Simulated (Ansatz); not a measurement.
The start is a generated cell, ScPd built in the AFLOW prototype AB_oP8_57_d_d (as in TlF). A full variable-cell relaxation at zero pressure is run with PBEsol (plane waves to 420 eV, PAW, scalar-relativistic; Ansatz, an electronic-structure program). The first steps use a coarse 6×7×7 k-mesh.

Starting cell:
```
CELL_PARAMETERS angstrom
      5.72522     0.00000     0.00000
      0.00000     5.15514     0.00000
      0.00000     0.00000     4.86810
ATOMIC_POSITIONS crystal
  Sc 0.25500 0.50960 0.25000
  Sc 0.25500 0.99040 0.75000
  Sc 0.74500 0.00960 0.25000
  Sc 0.74500 0.49040 0.75000
  Pd 0.85930 0.56280 0.25000
  Pd 0.85930 0.93720 0.75000
  Pd 0.14070 0.06280 0.25000
  Pd 0.14070 0.43720 0.75000
```

Q: By how much does the energy per atom fall from start to end?

A: 0.50 eV/atom.

Q: How does the volume change?

A: +2.0 %, from 17.96 to 18.32 Å³/atom.

The space group stays Pbcm (No. 57) (the run could not lower it); the end is AFLOW prototype AB_oP8_57_d_d (as in TlF), with 8 atoms in the primitive cell. Final values are on a 9×9×9 k-mesh of the relaxed cell. The start holds a very short contact (Pd–Sc 2.28 Å). No spin polarisation in the result.

The run could not lose the symmetry of its start, so the end can be a saddle point.

The relaxed structure here is a generated cell of ScPd: the first start was made by placing the elements on the sites of a structure type, and the end was not matched to a known phase here, so it may be hypothetical.
